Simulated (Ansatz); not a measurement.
The elements of this relaxed trial crystal are hidden behind letters.

```
lattice vectors (Å)
   7.2362    0.0000    0.0000
  -3.6181    6.2667    0.0000
   0.0000    0.0000    5.9983
fractional positions
X 0.0000 0.0000 0.0000
Z 0.3333 0.6667 0.0000
Z 0.6667 0.3333 0.0000
Z 0.5000 0.0000 0.5000
Z 0.5000 0.5000 0.5000
Z 0.0000 0.5000 0.5000
```

Computed with DFT PBE, scalar-relativistic, plane waves, PAW in Ansatz. Plane waves to 420 eV, a 6×6×6 mesh through Γ for the 6-atom cell and 0.10 eV Gaussian smearing; no spin polarisation.

* Space group: P6/mmm (No. 191)
* Conventional cell: a = 7.236 Å, c = 5.998 Å
* Volume per atom: 45.33 Å³
* Density: 5.05 g/cm³
* Formation energy: +0.45 eV/atom
* Gap on the 6×6×6 mesh of the 6-atom cell: 0 eV (a metal)

Energies are uncorrected and count from the elements' standard states at the same level.

Question: X is an s-block element of period 6 and Z is a lanthanide. Which elements are they?

Answer: X = Cs, Z = La, so the formula is CsLa5, here in the CaCu5 type. Density times volume gives a mean mass of 5.05 × 45.33/1.6605 = 137.9 u per atom, and this set has 137.9 u. Among the elements that the hints allow, only these give it. Around Cs lie 6 La at 4.18 Å and 12 La at 4.70 Å; around La on a site of symmetry -6m2 lie 6 La at 3.65 Å, 3 Cs at 4.18 Å and 3 La at 4.18 Å; La on a site of symmetry mmm has 8 La at 3.62–3.65 Å and 4 Cs at 4.70 Å.

The cell is a metal run without spin; a magnetic state may lie lower. A structure relaxed within its symmetry needn't be a true minimum.
